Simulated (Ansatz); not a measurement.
Polymorphs of LiNbO₃, each relaxed with plane-wave PAW LDA (Ansatz code):

A: R-3
a = 5.1457 Å, b = 5.1457 Å, c = 13.8573 Å, α = 90.00°, β = 90.00°, γ = 120.00°

| atom | site | symmetry | x | y | z |
|---|---|---|---|---|---|
| Li | 6c | 3. | 0.0000 | 0.0000 | 0.3567 |
| Nb | 6c | 3. | 0.0000 | 0.0000 | 0.1441 |
| O | 18f | 1 | 0.3147 | 0.0255 | 0.2456 |

B: R3c
a = b = 5.0675 Å, c = 13.6877 Å, α = β = 90.00°, γ = 120.00°

```csv
atom,site,symmetry,x,y,z
Li,6a,3.,0.0000,0.0000,0.2936
Nb,6a,3.,0.0000,0.0000,0.0100
O,18b,1,0.0427,0.3456,0.0753
```

Q: Order them by energy per atom at 0 K (lowest first) at the level LDA.

A: B (+0 meV/atom), A (+40 meV/atom)

Q: Give each one's gap.

A: A 3.95 eV; B 3.49 eV.

Not the usual ambient phase: A. All cells were relaxed under the symmetry of their starts (and spin orders); stability against distortions was not tested throughout. Rows with no word on spin ran without spin polarisation. Spin–orbit coupling is left out wherever it is not named.

Energies hold the estimated change up to a 700 eV cutoff; steps of a few meV lie near the error of the meshes.

Potentials: the later of the program's two PAW sets.
